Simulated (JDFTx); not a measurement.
An input for a modified build of JDFTx (Rh(100), CANDLE, water, 1 M NaCl; bohr, hartree) and the course of its log:

```
lattice \
  5.0856823471 0.0000000000 0.0000000000 \
  0.0000000000 5.0856823471 0.0000000000 \
  0.0000000000 0.0000000000 44.5975365412
coords-type Lattice
ion Rh 0.0000000000 0.0000000000 -0.1612699150 0
ion Rh 0.5000000000 0.5000000000 -0.0806349580 0
ion Rh 0.0000000000 0.0000000000 0.0000000000 0
ion Rh 0.5000000000 0.5000000000 0.0806349580 0
ion Rh 0.0000000000 0.0000000000 0.1612699150 0
ion-species pseudo/rh_pbe_v1.4.upf
elec-cutoff 20 130
elec-ex-corr gga-PBE
coulomb-interaction Slab 001
coulomb-truncation-embed 0 0 0
kpoint-folding 8 8 1
elec-smearing Fermi 0.01
elec-n-bands 50
target-mu -0.192566
electronic-scf nIterations 100 energyDiffThreshold 1e-07
fluid LinearPCM
pcm-variant CANDLE
fluid-solvent H2O
fluid-cation Na+ 1
fluid-anion Cl- 1
fluid-minimize nIterations 400 knormThreshold 1e-11
wavefunction read f0.wfns
elec-initial-eigenvals f0.eigenvals
elec-initial-fillings read f0.fillings
fluid-initial-state f0.fluidState
dump-name f0_u0.$VAR
dump End State Ecomponents EigStats BandEigs Forces ElecDensity IonicPositions Fillings Kpoints Dtot FluidDebug BoundCharge FluidDensity
```

```
[one cycle in 5 is shown, and the last three; fluid-solver lines are left out]
	FillingsUpdate:  mu: -0.192566000  nElectrons: 70.723243
SCF: Cycle:  0   G: -383.173833772208525   dG: +1.020e+01   |Residual|: 3.448e-01   |deigs|: 2.107e-09
	FillingsUpdate:  mu: -0.192566000  nElectrons: 75.153699
SCF: Cycle:  5   G: -393.349452843176209   dG: -2.578e-01   |Residual|: 2.371e-02   |deigs|: 4.073e-03
	FillingsUpdate:  mu: -0.192566000  nElectrons: 74.645471
SCF: Cycle: 10   G: -393.319950589868995   dG: +2.624e-02   |Residual|: 2.569e-02   |deigs|: 5.331e-04
	FillingsUpdate:  mu: -0.192566000  nElectrons: 74.890983
SCF: Cycle: 15   G: -393.369471202689851   dG: -1.013e-02   |Residual|: 3.474e-03   |deigs|: 1.213e-03
	FillingsUpdate:  mu: -0.192566000  nElectrons: 74.932627
SCF: Cycle: 20   G: -393.370503054592916   dG: -2.693e-04   |Residual|: 1.356e-04   |deigs|: 5.336e-04
	FillingsUpdate:  mu: -0.192566000  nElectrons: 74.935302
SCF: Cycle: 25   G: -393.370501390575839   dG: -4.166e-06   |Residual|: 1.599e-04   |deigs|: 8.291e-05
	FillingsUpdate:  mu: -0.192566000  nElectrons: 74.933461
SCF: Cycle: 30   G: -393.370503639598041   dG: -7.257e-06   |Residual|: 1.863e-05   |deigs|: 2.920e-05
	FillingsUpdate:  mu: -0.192566000  nElectrons: 74.933468
SCF: Cycle: 35   G: -393.370503639839455   dG: -2.286e-05   |Residual|: 2.434e-05   |deigs|: 3.304e-05
	FillingsUpdate:  mu: -0.192566000  nElectrons: 74.933822
SCF: Cycle: 40   G: -393.370503467637889   dG: +1.674e-07   |Residual|: 4.763e-05   |deigs|: 1.546e-05
	FillingsUpdate:  mu: -0.192566000  nElectrons: 74.933844
SCF: Cycle: 45   G: -393.370503447173860   dG: +1.843e-07   |Residual|: 4.582e-05   |deigs|: 3.366e-05
	FillingsUpdate:  mu: -0.192566000  nElectrons: 74.927660
SCF: Cycle: 50   G: -393.370481314886945   dG: +2.212e-05   |Residual|: 4.804e-04   |deigs|: 2.857e-05
	FillingsUpdate:  mu: -0.192566000  nElectrons: 74.934069
SCF: Cycle: 55   G: -393.370503165474474   dG: +3.182e-07   |Residual|: 7.770e-05   |deigs|: 4.227e-06
	FillingsUpdate:  mu: -0.192566000  nElectrons: 74.933740
SCF: Cycle: 60   G: -393.370503463846831   dG: +8.004e-08   |Residual|: 5.500e-05   |deigs|: 6.752e-06
	FillingsUpdate:  mu: -0.192566000  nElectrons: 74.934012
SCF: Cycle: 65   G: -393.370503451171828   dG: -4.010e-07   |Residual|: 5.530e-05   |deigs|: 2.371e-05
	FillingsUpdate:  mu: -0.192566000  nElectrons: 74.934188
SCF: Cycle: 70   G: -393.370503310787001   dG: -1.081e-08   |Residual|: 6.904e-05   |deigs|: 3.470e-05
	FillingsUpdate:  mu: -0.192566000  nElectrons: 74.935188
SCF: Cycle: 75   G: -393.370501109300676   dG: +2.041e-06   |Residual|: 1.650e-04   |deigs|: 4.469e-05
	FillingsUpdate:  mu: -0.192566000  nElectrons: 74.934097
SCF: Cycle: 80   G: -393.370503367084723   dG: -2.931e-07   |Residual|: 5.987e-05   |deigs|: 2.726e-05
	FillingsUpdate:  mu: -0.192566000  nElectrons: 74.934837
SCF: Cycle: 85   G: -393.370502116523539   dG: +1.124e-06   |Residual|: 1.273e-04   |deigs|: 1.845e-05
	FillingsUpdate:  mu: -0.192566000  nElectrons: 74.934162
SCF: Cycle: 90   G: -393.370503310011600   dG: -5.689e-07   |Residual|: 6.299e-05   |deigs|: 4.659e-06
	FillingsUpdate:  mu: -0.192566000  nElectrons: 74.934199
SCF: Cycle: 95   G: -393.370503347331180   dG: +4.632e-08   |Residual|: 9.557e-05   |deigs|: 2.680e-05
	FillingsUpdate:  mu: -0.192566000  nElectrons: 74.934014
SCF: Cycle: 97   G: -393.370503457634015   dG: -1.626e-06   |Residual|: 5.982e-05   |deigs|: 7.522e-06
	FillingsUpdate:  mu: -0.192566000  nElectrons: 74.934427
SCF: Cycle: 98   G: -393.370502516431543   dG: +9.412e-07   |Residual|: 1.267e-04   |deigs|: 5.916e-06
	FillingsUpdate:  mu: -0.192566000  nElectrons: 74.934302
SCF: Cycle: 99   G: -393.370503243877238   dG: -7.274e-07   |Residual|: 8.889e-05   |deigs|: 7.781e-06
SCF: None of the convergence criteria satisfied after 100 iterations.
IonicMinimize: Iter:   0  G: -393.370503243877238  |grad|_K:  0.000e+00
IonicMinimize: Converged (|grad|_K<1.000000e-04).
```

This run gave no converged result. The loop ran out of cycles short of its threshold. It has stalled and not diverged: the last ten energies span 2e-06 Ha, so the total is near its end, but levels, forces and the electron count aren't shown converged.
